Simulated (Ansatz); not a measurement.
Cr₃Os (A15 (Cr3Si type), Pm-3n) at seven volumes, PBEsol (plane waves, PAW; program Ansatz), scaled uniformly. One row is withheld.

```
V (Å³/atom)  P (GPa)
-----------  -------
11.012         35.81
11.375             ?
11.738         10.08
12.101          0.00
12.464         -8.58
12.827        -15.88
13.190        -22.08
```

Fit the shown pressures and predict the withheld one.

Third-order Birch–Murnaghan: P = (3/2)B₀(x^(7/2) − x^(5/2))[1 + (3/4)(B′ − 4)(x − 1)] with x = (V₀/V)^(2/3). Least squares on the six rows gives V₀ = 12.101 Å³/atom, B₀ = 309.1 GPa, B′ = 4.35. At V = 11.375, x = 1.0421 and P = 21.88 GPa. The run itself gave 21.92 GPa.

The workflow started from an entry of the Crystallography Open Database (COD). Its standing as an ambient phase is unchecked. Symmetry was held in the PBEsol relaxation; its stability against distortions is not shown here. The workflow began spin-polarised and lost its moments. Scalar-relativistic: spin–orbit coupling is off unless named, which matters more the heavier the elements.

Potentials: the later of the program's two PAW sets.
